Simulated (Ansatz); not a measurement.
## Energy and pressure of ReS against volume, without spin

Theory: Ansatz, DFT r2SCAN, scalar-relativistic, plane waves, PAW.

```cif
data_structure
_symmetry_space_group_name_H-M 'P 1'
_symmetry_Int_Tables_number 1
_cell_length_a 3.0184
_cell_length_b 3.0184
_cell_length_c 3.0184
_cell_angle_alpha 90.000
_cell_angle_beta 90.000
_cell_angle_gamma 90.000
_cell_volume 27.50
loop_
_atom_site_label
_atom_site_type_symbol
_atom_site_fract_x
_atom_site_fract_y
_atom_site_fract_z
_atom_site_occupancy
Re1 Re 0.00000 0.00000 0.00000 1
S1 S 0.50000 0.50000 0.50000 1
```

The plane-wave cutoff is 500 eV, the Γ-centred k-mesh is 14×14×14 and the occupation rule is Gaussian smearing, 0.1 eV. The spin treatment is unpolarised.

The cell is scaled evenly at fixed fractional positions, V₀ being the volume of the cell shown; start: no spin polarisation. Energies are extrapolated to zero smearing. A spin-polarised state can lie lower, at larger volumes above all.

| V/V₀ | E above lowest (meV/atom) | P (GPa) |
| --- | --- | --- |
| 1.000 | 0.0 | -13.6 |
| 1.057 | 90.9 | -23.2 |
| 1.132 | 270.8 | -31.4 |
| 1.226 | ? | ? |

Q: Fill in the withheld rows.

A: The withheld rows:

```tsv
V/V₀	E above lowest (meV/atom)	P (GPa)
1.226	550.0	-36.8
```

Cost: 4 runs of about 0.24 core-minutes in all, on Intel Xeon 6975P-C (Granite Rapids) (shared hosts).